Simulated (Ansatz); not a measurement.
NbAs in space group I4_1md (No. 109; Nb on 4a, As on 4a) at seven volumes, r²SCAN (plane waves, PAW; program Ansatz), shape and atoms relaxed at each. One row is withheld.

```csv
V (Å³/atom),P (GPa)
15.995,19.53
16.522,?
17.049,5.52
17.576,0.00
18.104,-4.70
18.631,-8.71
19.158,-12.12
```

Task: Fit the shown pressures and predict the withheld one.

Result: Third-order Birch–Murnaghan: P = (3/2)B₀(x^(7/2) − x^(5/2))[1 + (3/4)(B′ − 4)(x − 1)] with x = (V₀/V)^(2/3). Least squares on the six rows gives V₀ = 17.577 Å³/atom, B₀ = 169.2 GPa, B′ = 4.28. At V = 16.522, x = 1.0421 and P = 11.96 GPa. The run itself gave 11.97 GPa.

Symmetry was held in the r²SCAN relaxation. No spin polarisation was allowed.

Potentials: the earlier of the program's two PAW sets.
